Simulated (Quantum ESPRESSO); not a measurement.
Kohn-Sham bands of K$_{2}$S (anti-fluorite)

```
K2S
1.0
    0.00000     3.70694     3.70694
    3.70694     0.00000     3.70694
    3.70694     3.70694     0.00000
K S
2 1
Direct
  0.75000   0.75000   0.75000
  0.25000   0.25000   0.25000
  0.00000   0.00000   0.00000
```

Structure: Materials Project mp-1022, symmetrised, not relaxed again. COD (Crystallography Open Database) has the formula in 2 space groups, this one among them (matched by group alone). Method: LDA plane waves in Quantum ESPRESSO 7.5 (PseudoDojo norm-conserving files, 58 Ry, no spin polarisation, no spin-orbit coupling), Bloch states on a 8×8×8 mesh through Γ, Wannier90 4.0.1. Density: 8×8×8 mesh, cold smearing 0.01 Ry.

Energies are relative to the valence-band maximum; weights are on the orthonormalised atomic waves of the pseudopotential files, averaged over the group. 24 electrons a cell are treated as valence.

```json
[
 {"bands": "1–2", "from (eV)": "-28.87", "to (eV)": "-28.79", "filling": "filled", "weight on atomic waves": "(withheld)"},
 {"bands": "3–8", "from (eV)": "-12.88", "to (eV)": "-12.35", "filling": "filled", "weight on atomic waves": "(withheld)"},
 {"bands": "9", "from (eV)": "-9.57", "to (eV)": "-9.31", "filling": "filled", "weight on atomic waves": "(withheld)"},
 {"bands": "10–12", "from (eV)": "-0.79", "to (eV)": "0.00", "filling": "filled", "weight on atomic waves": "(withheld)"},
 {"bands": "13", "from (eV)": "2.10", "to (eV)": "4.50", "filling": "empty", "weight on atomic waves": "(withheld)"}
]
```

### Question
Which atomic shells make up each group?

### Answer

- 1–2, weight on atomic waves: K 3s 98 %
- 3–8, weight on atomic waves: K 3p 99 %
- 9, weight on atomic waves: S 3s 88 %, K 4s 7 %, K 3p 4 %
- 10–12, weight on atomic waves: S 3p 88 %, K 4s 8 %
- 13, weight on atomic waves: K 4s 38 %, S 3p 10 %, S 3s 4 %

The Kohn-Sham gap over both meshes and the path is 2.10 eV.
